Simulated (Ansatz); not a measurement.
TaW:
Space group Fm-3m (No. 225); a = b = c = 5.344 Å, α = β = γ = 90.00°

| atom | site | symmetry | x | y | z |
|---|---|---|---|---|---|
| Ta | 4a | m-3m | 0.0000 | 0.0000 | 0.0000 |
| W | 4b | m-3m | 0.5000 | 0.5000 | 0.5000 |
(The calculation used a cell of 2 atoms; values per cell refer to that cell.)

Relaxed with r²SCAN.

Q: Tabulate the valence density and the electron localisation function along the shortest Ta–W contact (2.67 Å), plane-wave PAW r²SCAN (Ansatz code).

A: 

| distance from Ta (Å) | density (e/Å³) | ELF |
|---|---|---|
| 0.27 | 4.46 | 0.32 |
| 0.40 | 4.86 | 0.64 |
| 0.53 | 4.25 | 0.78 |
| 0.67 | 2.98 | 0.79 |
| 0.80 | 1.73 | 0.68 |
| 0.94 | 0.95 | 0.48 |
| 1.07 | 0.62 | 0.34 |
| 1.20 | 0.49 | 0.36 |
| 1.34 | 0.47 | 0.43 |
| 1.47 | 0.53 | 0.43 |
| 1.60 | 0.70 | 0.43 |
| 1.74 | 1.07 | 0.52 |
| 1.87 | 1.89 | 0.66 |
| 2.00 | 3.22 | 0.75 |
| 2.14 | 4.71 | 0.74 |
| 2.27 | 5.69 | 0.62 |
| 2.40 | 5.79 | 0.35 |

The density is the valence pseudo-density with augmentation charge, so density and ELF within about 1 Å of a nucleus are not all-electron values.

The start of the workflow was typed in or built on a structure type; neither database checked (COD, Materials Project) lists it. Its standing as an ambient phase is unchecked. The r²SCAN relaxation kept the symmetry of its start. At this level the phase is mechanically unstable. The run is not spin-polarised. Its formation energy is positive at this level, so the cell may be metastable or incomplete. Spin–orbit coupling is left out wherever it is not named.

Potentials: the earlier of the program's two PAW sets.
